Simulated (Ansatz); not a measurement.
AlNi:
```
CELL_PARAMETERS angstrom
      2.86237     0.00000     0.00000
      0.00000     2.86237     0.00000
      0.00000     0.00000     2.86237
ATOMIC_POSITIONS crystal
  Al 0.00000 0.00000 0.00000
  Ni 0.50000 0.50000 0.50000
```

Relaxed with PBEsol. Special points in fractions of this cell's reciprocal vectors: Γ (0.000, 0.000, 0.000); X (0.000, 0.500, 0.000); M (0.500, 0.500, 0.000); R (0.500, 0.500, 0.500).

**Question.** List the band energies nearest the Fermi level at these points for plane-wave PAW PBEsol (Ansatz code).

**Answer.** In eV from the Fermi level; about four levels below and three above (degenerate sets whole), none deeper than 8.9 eV; points with the same levels are listed once.

```
k                          below             above
-  -----------------------------  ----------------
Γ  -3.31 -3.31 -1.55 -1.55 -1.55    5.58 5.58 5.58
X        -2.28 -2.28 -1.45 -0.62  8.29 10.06 10.06
M  -2.93 -2.93 -2.10 -2.10 -1.00   1.50 2.63 12.49
R  -4.18 -4.18 -4.18 -0.97 -0.97    1.96 1.96 1.96
```

Space group Pm-3m (CsCl type). The PBEsol relaxation kept the symmetry of its start. The workflow began spin-polarised and lost its moments.

Potentials: the later of the program's two PAW sets.
